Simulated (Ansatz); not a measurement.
Before relaxation, CH put at a hollow W-B-B site (B$_{2}$W, P6/mmm (No. 191), (1 0 0) face):

```xyz
11
Lattice="3.0099 0.0000 0.0000 0.0000 3.3168 0.0000 0.0000 0.0000 27.0510" Properties=species:S:1:pos:R:3 pbc="T T T"
B     0.0000    1.6584    8.5000
W     1.5049    0.0000    9.3689
B     0.0000    1.6584   10.2377
B     1.5049    1.6584   11.1066
W     0.0000    0.0000   11.9730
B     1.5049    1.6584   12.8361
B     0.0000    1.6584   13.6950
W     1.5049    0.0000   14.5992
B     0.0000    1.6584   15.4174
C     1.5049    2.2112   16.7174
H     1.5049    2.2112   17.8174
```

Level of theory: DFT PBEsol, scalar-relativistic, plane waves, PAW (Ansatz). Plane waves to 420 eV, a k mesh through Γ of 10×9×1 on the computed 11-atom cell and Gaussian smearing (0.10 eV); no spin polarisation. A dipole correction removes the field between periodic images along c.

Atoms 1, 2, 3, 4 (counted from 1) are held. The cell is fixed. Force threshold 0.03 eV/Å.

(1) Where does it end?

The end is the local minimum or symmetric point that this start leads to. The slab is only 7.0 Å thick, so the energy isn't converged with thickness.

Spin–orbit coupling is left out, which can shift energies with elements as heavy as these.

Results:

(1) The energy falls by 3.545 eV in 8 steps, to:

```xyz
11
Lattice="3.0099 0.0000 0.0000 0.0000 3.3168 0.0000 0.0000 0.0000 27.0510" Properties=species:S:1:pos:R:3 pbc="T T T"
B     0.0000    1.6584    8.5000
W     1.5049    0.0000    9.3689
B     0.0000    1.6584   10.2377
B     1.5049    1.6584   11.1066
W     0.0000    0.0021   12.0490
B     1.5049    1.6598   12.8262
B     0.0000    1.6597   13.7283
W     1.5049    0.0010   14.5358
B     0.0000    1.6597   15.4899
C     1.5049    1.6592   16.1029
H     1.5049    1.6591   17.2042
```